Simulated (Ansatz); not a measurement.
Values for one crystal, relaxed and computed with r²SCAN in the plane-wave PAW code Ansatz; other levels are named.

```yaml
volume_per_atom: 5.89 Å³
band_gap: 5.74 eV (indirect)
zone_centre_stability: no imaginary mode at Γ
Largest static χ(2) component: 5.2 pm/V
Static dielectric constant ε0 (ions relaxed, cell fixed): 6.68 (xx = yy), 7.24 (zz)
Highest zone-centre frequency (without LO–TO term): 1145 cm⁻¹
Bulk modulus (Birch–Murnaghan fit): 390 GPa
```

Question: Which of these materials gives this?
A) BN, wurtzite
B) GaN, I4mm (Ga on 2a, N on 2a)
C) ZnGaNO, Pna2_1 (Zn on 4a, Ga on 4a, O on 4a, N on 4a)
D) ZnSnN2, R-3m (Zn on 3a, Sn on 3b, N on 6c)

Answer: A, BN, wurtzite

Space group P6_3mc (wurtzite). The r²SCAN relaxation kept the symmetry of its start.

Potentials: the earlier of the program's two PAW sets.
